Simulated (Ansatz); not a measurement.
The cell of AlVC₄N₄ is invented: two interpenetrating cyanide-bridged diamond nets (P-43m, No. 215). The dimensions are guesses.

```yaml
crystal:
  lattice:
    - [5.83412, 0.00000, 0.00000]
    - [0.00000, 5.83412, 0.00000]
    - [0.00000, 0.00000, 5.83412]
  atoms:
    - { symbol: Al, position: [0.00000, 0.00000, 0.00000] }
    - { symbol: V, position: [0.50000, 0.50000, 0.50000] }
    - { symbol: C, position: [0.18555, 0.18555, 0.18555] }
    - { symbol: C, position: [0.18555, 0.81445, 0.81445] }
    - { symbol: C, position: [0.81445, 0.18555, 0.81445] }
    - { symbol: C, position: [0.81445, 0.81445, 0.18555] }
    - { symbol: N, position: [0.30134, 0.30134, 0.30134] }
    - { symbol: N, position: [0.30134, 0.69866, 0.69866] }
    - { symbol: N, position: [0.69866, 0.30134, 0.69866] }
    - { symbol: N, position: [0.69866, 0.69866, 0.30134] }
```

Level of theory: Ansatz 0.2.0, DFT PBE, scalar-relativistic, plane waves, PAW. Cutoff 420 eV, Gaussian smearing, Γ-centred meshes. Cell and atoms relax first on a coarse mesh and then on a finer one. In between, the cell is made exact in the group found at 0.06 Å. In metals the finer mesh still leaves noise of several meV/atom or more. The steps can't lower the symmetry of their start. Collinear spin, starting moments V 2.0 μB.

A guess keeps its type if space group and coordination stay and the shape of the cell changes little (axis ratios within about 15 %, angles within 6°); the volume may change.

Question: Will the relaxed cell still be of the starting type?

Answer: It keeps its type. The symmetry stays P-43m (No. 215). The volume per atom grows by 4.3 %, from 19.9 to 20.7 Å³. The shortest distance goes from 1.17 Å (C–N) to 1.18 Å (C–N). Counting neighbours within 15 % of an atom's shortest distance, the start has Al 4, C 1, N 1, V 4 and the end Al 4, C 1, N 1, V 4.

Energies over the elements count from the elements' standard structures at the same level (N₂ as a molecule), with no fitted energy shifts.

Question: At what energy does it end?

Answer: +0.25 eV/atom. The separate elements lie lower, so it is unstable against them.

The last run used collinear spin, a 6×6×6 mesh for its 10-atom cell and Gaussian smearing of 0.10 eV. In such compounds of V a zero gap at this level may well be an artefact, since no Hubbard U is applied. The reference form of C is held partly by dispersion forces, which this level lacks. Another magnetic order may lie lower. A structure relaxed within its symmetry needn't be a true minimum.
